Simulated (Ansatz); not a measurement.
Hf$_{2}$Si:
```xyz
6
Lattice="-3.2797 3.2797 2.5841 3.2797 -3.2797 2.5841 3.2797 3.2797 -2.5841" Properties=species:S:1:pos:R:3 pbc="T T T"
Hf     1.0267     2.2530     0.0000
Hf     2.2530     1.0267     2.5841
Hf     4.3065     1.0267     0.0000
Hf    -1.0267     2.2530     2.5841
Si     0.0000     0.0000     1.2921
Si     0.0000     0.0000     3.8762
```

This is the r²SCAN-relaxed structure.

Question: All from the program Ansatz at the r²SCAN level (PAW), unless another level is named. Estimate the electronic character.

Answer: metallic (no gap).

Question: Give the density of states at the Fermi level.

Answer: 0.39 states/eV per atom (mean over ±0.08 eV).

Question: What about the formation energy from the elements (no fitted shifts)?

Answer: -0.79 eV/atom.

Space group I4/mcm. The first step of the workflow began from a Materials Project structure, measured or hypothetical; the Crystallography Open Database copy checked does not list it. Whether it is the stable phase at ambient conditions was not checked. Symmetry was held in the r²SCAN relaxation; whether a distortion lowers the energy is not shown. The run is not spin-polarised. The references are the lowest solids computed at this level, not always the standard phases. Scalar-relativistic: spin–orbit coupling is off unless named, which matters more the heavier the elements.

Potentials: the earlier of the program's two PAW sets.
